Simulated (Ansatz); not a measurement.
HfO₂ (tetragonal-ZrO2 type, space group P4_2/nmc)

```yaml
crystal:
  lattice:
    - [3.56753, 0.00000, 0.00000]
    - [0.00000, 3.56753, 0.00000]
    - [0.00000, 0.00000, 5.16669]
  atoms:
    - { symbol: Hf, position: [0.00000, 0.00000, 0.00000] }
    - { symbol: Hf, position: [0.50000, 0.50000, 0.50000] }
    - { symbol: O, position: [0.00000, 0.50000, 0.20010] }
    - { symbol: O, position: [0.00000, 0.50000, 0.70010] }
    - { symbol: O, position: [0.50000, 0.00000, 0.29990] }
    - { symbol: O, position: [0.50000, 0.00000, 0.79990] }
```

Scan: atom 6 (O, nearest neighbour Hf at 2.062 Å; its periodic images, 3.6 Å or more away, move with it) is displaced towards the nearest neighbour, direction (-0.865, 0.000, 0.501) in Cartesian axes, by s. The other atoms stay.

Computed with PBEsol (plane waves to 420 eV, PAW, scalar-relativistic; Ansatz, an electronic-structure program). k mesh 8×8×5 (Γ-centred), Fermi-Dirac smearing 0.05 eV. The energy includes the smearing's −TS. HfO2 is run without spin polarisation. HfO2 was relaxed with its symmetry unable to fall. Spin-orbit coupling is left out, though Hf is heavy. The PAW data are Ansatz's earlier set. This is a high-temperature form of HfO2. ΔE is measured from the undisplaced structure.

```csv
s (Å),ΔE (meV/cell)
-0.210,319
-0.168,211
-0.126,123
-0.084,56
-0.042,15
0.000,0
0.042,16
0.084,66
0.126,155
0.168,288
0.210,473
```

Question: What force constant k = d²E/ds² at s = 0 does the table give?

Answer: 17 eV/Å². It is the second difference of the nearest points, corrected with the next pair.

Question: With k = 17.23 eV/Å² from the forces, is the well harmonic out to s = 0.210 Å?

Answer: ½ks² = 380 meV/cell against the computed 473 meV/cell, so the well is stiffer than harmonic there.

(For displaced atoms, the force is minus the slope of the energy, and its curvature is a force constant, which sets phonon frequencies.)
